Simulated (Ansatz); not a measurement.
MoS$_{2}$:
```
MoS2
1.0
    3.17714     0.00000     0.00000
   -1.58857     2.75148     0.00000
    0.00000     0.00000    12.58084
Mo S
2 4
Cartesian
  0.00000   0.00000   3.14521
  0.00000   0.00000   9.43563
  0.00000   1.83432   4.69704
  1.58857   0.91716   7.88379
  1.58857   0.91716  10.98746
  0.00000   1.83432   1.59338
```

Relaxed with r²SCAN+D4. Special points in fractions of this cell's reciprocal vectors: Γ (0.000, 0.000, 0.000); M (0.500, 0.000, 0.000); K (0.333, 0.333, 0.000); A (0.000, 0.000, 0.500); L (0.500, 0.000, 0.500); H (0.333, 0.333, 0.500).

Task: List the band energies nearest the valence-band maximum at these points for r²SCAN+D4 with spin–orbit coupling in the plane-wave PAW code Ansatz.

Result: In eV from the valence-band maximum; about four levels below and three above (degenerate sets whole), none deeper than 8.9 eV; points with the same levels are listed once.

| k | below | above |
|---|---|---|
| Γ | -1.09 -1.09 0.00 0.00 | 2.15 2.15 2.23 2.23 |
| M | -1.53 -1.53 -1.19 -1.19 | 1.66 1.66 1.70 1.70 |
| K | -0.80 -0.80 -0.65 -0.65 | 1.04 1.04 1.06 1.06 |
| A | -0.31 -0.31 -0.31 -0.31 | 2.20 2.20 2.20 2.20 |
| L | -1.29 -1.29 -1.29 -1.29 | 1.68 1.68 1.68 1.68 |
| H | -0.79 -0.79 -0.64 -0.64 | 1.05 1.05 1.05 1.05 |

Space group P6_3/mmc. The first step of the workflow began from a Materials Project structure, measured or hypothetical. Its sites differ from those of the usual phase in this space group: another stacking or structure type. The cell was relaxed with r²SCAN+D4 under the symmetry of its start; phonons on a q-mesh show no instability. The run is not spin-polarised.

Potentials: the earlier of the program's two PAW sets.
